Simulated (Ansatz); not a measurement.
Relaxed Sc (hcp, Mg type):

```
Sc
1.0
    3.31949     0.00000     0.00000
   -1.65974     2.87476     0.00000
    0.00000     0.00000    10.33278
Sc
4
Direct
  0.33333   0.66667   0.37500
  0.33333   0.66667   0.87500
  0.66667   0.33333   0.12500
  0.66667   0.33333   0.62500
```

The atoms are displaced by Q × the pattern below (from a DFPT mode at A = (0.0, 0.0, 0.5), largest move 1; Q in Å), at fixed cell. It is one choice among 2 degenerate patterns. (q is in reciprocal vectors of the primitive cell; the cell shown is doubled to hold the pattern.)

```
atom      x      y       z
----  -----  -----  ------
Sc1   0.000  0.000  -1.000
Sc2   0.000  0.000   1.000
```

Atoms not listed stay in place.

All values below come from PBE (plane waves to 420 eV, PAW, scalar-relativistic; Ansatz, a quantum-chemistry and plane-wave program). k mesh 16×16×5 (Γ-centred), Fermi-Dirac smearing 0.05 eV. The energy includes the smearing's −TS. With partly filled bands, energies and forces of such displacements shift with the k mesh and the smearing. Sc is run without spin polarisation. Sc was relaxed with its symmetry unable to fall. The PAW data are Ansatz's earlier set. ΔE is measured from the undisplaced structure. The last digit holds for this mesh only.

```json
[
 {"Q (Å)": "-0.2800", "ΔE (meV/cell)": "333.1"},
 {"Q (Å)": "-0.2333", "ΔE (meV/cell)": "withheld"},
 {"Q (Å)": "-0.1867", "ΔE (meV/cell)": "148.6"},
 {"Q (Å)": "-0.1400", "ΔE (meV/cell)": "83.7"},
 {"Q (Å)": "-0.0933", "ΔE (meV/cell)": "37.2"},
 {"Q (Å)": "-0.0467", "ΔE (meV/cell)": "9.3"},
 {"Q (Å)": "0.0000", "ΔE (meV/cell)": "0.0"},
 {"Q (Å)": "0.0467", "ΔE (meV/cell)": "9.3"},
 {"Q (Å)": "0.0933", "ΔE (meV/cell)": "37.2"},
 {"Q (Å)": "0.1400", "ΔE (meV/cell)": "83.7"},
 {"Q (Å)": "0.1867", "ΔE (meV/cell)": "148.6"},
 {"Q (Å)": "0.2333", "ΔE (meV/cell)": "withheld"},
 {"Q (Å)": "0.2800", "ΔE (meV/cell)": "333.1"}
]
```

Problem. Fit an even polynomial form (powers 2, 4) to the given rows and predict ΔE at Q = 0.2333.

Solution. Least squares on the 11 given rows: ΔE = (4276)·Q² + (-345.5)·Q⁴, in meV/cell with Q in Å; root-mean-square residual 0.02 meV/cell. At 0.2333 the fit gives 231.7 meV/cell; the calculation gives 231.7 meV/cell, the same to the digits shown. The quadratic term alone would give 232.7 meV/cell.

(A displaced cell: forces are minus the slopes of the energy, force constants its curvatures, and phonons follow from these.)
